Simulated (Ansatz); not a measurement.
Question: Each is relaxed and computed with the program Ansatz at the r²SCAN level (PAW). Which is the only metal?
A. Ba4P2O, Cmce (Ba on 8f, Ba on 8e, P on 8f, O on 4a)
B. CsZn4P3, P4/mmm (Cs on 1b, Zn on 4i, P on 2h, P on 1a)
C. GaPPt5, P4/mmm (Ga on 1c, P on 1b, Pt on 4i, Pt on 1a)
D. GaP, zinc blende

Answer: C, GaPPt5, P4/mmm (Ga on 1c, P on 1b, Pt on 4i, Pt on 1a). GaPPt5: metal; GaP: gap 1.84 eV (indirect); CsZn4P3: gap 0.39 eV (direct); Ba4P2O: gap 1.28 eV (direct). Standing as an ambient phase not checked: GaPPt5, P4/mmm (Ga on 1c, P on 1b, Pt on 4i, Pt on 1a); CsZn4P3, P4/mmm (Cs on 1b, Zn on 4i, P on 2h, P on 1a); Ba4P2O, Cmce (Ba on 8f, Ba on 8e, P on 8f, O on 4a). All cells were relaxed under the symmetry of their starts (and spin orders); stability against distortions was not tested throughout. Rows with no word on spin ran without spin polarisation. Scalar-relativistic: spin–orbit coupling is off unless named, which matters more the heavier the elements.

Potentials: the later of the program's two PAW sets.
